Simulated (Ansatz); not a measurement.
Structures of CsSi3Ru: which is lowest?

Plane-wave DFT in Ansatz with scalar-relativistic PAW potentials, cutoff 420 eV, Γ-centred meshes chosen by cell and gap, Gaussian smearing with energies taken to zero width. Every cell was relaxed (cell and atoms) in a run of its own, within the symmetry of its start. Functional: PBE.

Relaxed structures (starts from databases or built by putting these elements on another compound's sites):
A. Pm-3m, 5 atoms in the computed cell, a = 4.810 Å; sites (symmetry × multiplicity) Cs m-3m × 1, Si 4/mm.m × 3, Ru m-3m × 1; start: built
B. R3m, 5 atoms in the computed cell, a = 6.386 Å, c = 9.165 Å; sites (symmetry × multiplicity) Cs 3m × 3, Si .m × 9, Ru 3m × 3; start: built

Q: Rank them by energy. Could pressure change the order?

A:
```csv
structure,group,E − E(lowest) (meV/atom),V (Å³/atom),gap on mesh (eV)
B,R3m,0.0,21.58,0.00
A,Pm-3m,219,22.25,0.00
```

B is lowest, 219 meV/atom under A. The lowest is also the densest of these, so pressure wouldn't bring one of the others in at first order. Other structures may lie lower than all of these, and vibrations aren't counted.

Spin-orbit coupling is left out, which matters for the bands of heavy elements.